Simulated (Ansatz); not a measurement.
## What settings do to one calculation: Sc started on a Mg site next to a Mg vacancy in rocksalt MgO, 15 atoms, charge 0

Ansatz (PAW, plane waves), atoms fixed. The base input:

```yaml
crystal:
  lattice:
    - [0.000000, 4.214404, 4.214404]
    - [4.214404, 0.000000, 4.214404]
    - [4.214404, 4.214404, 0.000000]
  atoms:
    - { symbol: O, position: [0.747133, 0.254147, 0.252842] }
    - { symbol: O, position: [0.254257, 0.746067, 0.750663] }
    - { symbol: O, position: [0.245385, 0.753814, 0.248328] }
    - { symbol: O, position: [0.740881, 0.250838, 0.751119] }
    - { symbol: O, position: [0.251185, 0.253621, 0.757645] }
    - { symbol: O, position: [0.743927, 0.750000, 0.253834] }
    - { symbol: O, position: [0.247714, 0.260791, 0.241969] }
    - { symbol: O, position: [0.750107, 0.753074, 0.749289] }
    - { symbol: Mg, position: [0.001385, 0.998960, 0.001439] }
    - { symbol: Mg, position: [0.509198, 0.496137, 0.994717] }
    - { symbol: Mg, position: [0.000896, 0.503688, 0.993719] }
    - { symbol: Mg, position: [0.500470, 0.000556, 0.493936] }
    - { symbol: Mg, position: [0.503069, 0.006547, 0.997407] }
    - { symbol: Mg, position: [0.997249, 0.498603, 0.501326] }
    - { symbol: Sc, position: [0.499463, 0.499661, 0.500903], spin: 1 }
kpoints:
  mp_grid: { grid: [2, 2, 2], shift: [0.5, 0.5, 0.5] }
hamiltonian:
  xc: pbesol
magnetization:
  spin_polarized: true
scf:
  occupations: { method: fermi_dirac, width: 0.01 }
output:
  forces: true
  eigenvalues: true
  stress: true
  populations: true
```

Command:

```sh
ansatz run in.yaml --threads 8 --pin off --max-ram 13300MiB --runs-dir r --events-out ev --progress --plain
```

It converged in 23 iterations and 7.6 s of wall time on 8 threads of a Neoverse-N1 processor, on a host shared with other runs; peak host memory 0.7 GiB; largest force component 1.26 eV/Å, pressure 1.22 GPa. The cutoff was the default, 420 eV. The base isn't a converged reference: it has few k points, and its atoms are unrelaxed. Each run below changes the keys shown and caps the iterations.

```
run                                                               changed         ending  iterations  free energy less the base (meV per atom)  rms change of forces (eV/Å)  change of pressure (GPa)  wall time (s, shared host)
  1                                         mixing beta 0.03, max_iter 90      converged          17                                       0.0                        0.000                      0.00                     5.4 CPU
  2             ecutwfc 480 eV, xc_grid 1 (2 is the default), max_iter 80      converged          23                                      -3.1                        0.001                      0.04                     8.1 CPU
  3                                     dr2_threshold 0.0001, max_iter 70      converged          19                                       0.0                        0.001                      0.00                     6.9 CPU
  4  initial_magnetization 1, dispersion d4, max_iter 60, total_charge -1      converged          12                                other zero                        0.235                     -8.19                     4.9 CPU
  5                                                   xc rpbe, max_iter 2  not converged           –                                         –                            –                         –                           –
```

«Other zero»: another functional, charge or dispersion term moves the zero of energy, so the difference says nothing of accuracy.

Runs lost to time or memory, or doubtful for a known weakness of the program, are left out.

Which changes leave the result alone, and which of the same physical model moves the forces most?

The forces move by under 0.002 eV/Å in runs 1, 2, 3. Among the runs with the same functional, charge and dispersion term, none moves them by over 0.01 eV/Å.

Why did some runs give no result?

- run 5: did not converge after 2 iterations: dr2 = 5.74e0 (threshold 1.00e-7), under the density mixer `msr1`, which `scf.mixing.algorithm: auto` chose by the deck's other keys (type `scf.mixing.algorithm: msr1` to keep it);
